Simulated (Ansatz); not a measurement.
## Strain response of WSe2

The calculation used Ansatz, DFT r2SCAN, scalar-relativistic, plane waves, PAW. Settings: 500 eV cutoff, 12×12×2 k-mesh, Gaussian smearing of 0.02 eV, no spin polarisation.

Reference structure (relaxed):

```yaml
crystal:
  lattice:
    - [3.31512, 0.00000, 0.00000]
    - [-1.65756, 2.87097, 0.00000]
    - [0.00000, 0.00000, 13.72892]
  atoms:
    - { symbol: W, position: [0.66667, 0.33333, 0.75000] }
    - { symbol: W, position: [0.33333, 0.66667, 0.25000] }
    - { symbol: Se, position: [0.33333, 0.66667, 0.87105] }
    - { symbol: Se, position: [0.66667, 0.33333, 0.37105] }
    - { symbol: Se, position: [0.33333, 0.66667, 0.62895] }
    - { symbol: Se, position: [0.66667, 0.33333, 0.12895] }
```

Deformation: biaxial strain in the a-b plane, with the length and tilt of c and the atoms relaxed, all within the symmetry that the strain leaves. Energies are extrapolated to zero smearing. Gaps are generalised Kohn–Sham gaps over the whole zone.

Spin-orbit coupling is left out, which matters for the bands and energies of heavy elements.

| strain (%) | ΔE (meV/atom) | a (Å) | b (Å) | c (Å) | gap (eV) |
| --- | --- | --- | --- | --- | --- |
| -3.0 | 29.4 | 3.216 | 3.216 | 13.921 | 1.31 |
| -2.0 | 12.8 | 3.249 | 3.249 | 13.858 | 1.37 |
| -1.0 | 3.2 | 3.282 | 3.282 | 13.785 | 1.38 |
| +0.0 | 0.0 | 3.315 | 3.315 | 13.729 | 1.33 |
| +1.0 | 3.0 | 3.348 | 3.348 | 13.655 | 1.20 |
| +2.0 | 11.8 | 3.381 | 3.381 | 13.564 | 1.00 |
| +3.0 | 26.0 | 3.415 | 3.415 | 13.532 | 0.82 |

Question: What stiffness (1/V) d²E/dε² at zero strain does a cubic fit over all points give?

Answer: A cubic fit gives (1/V) d²E/dε² = 454 GPa at zero strain (twice the biaxial modulus).

Question: How does the free axis c answer a small strain?

Answer: Between the innermost points its strain is -0.47 times the applied one.

Question: How fast does the gap move with strain on either side?

Answer: -43 meV per percent on the compressed side and -130 meV per percent on the stretched side; it is indirect at -1.0 %, indirect at zero and indirect at +1.0 %.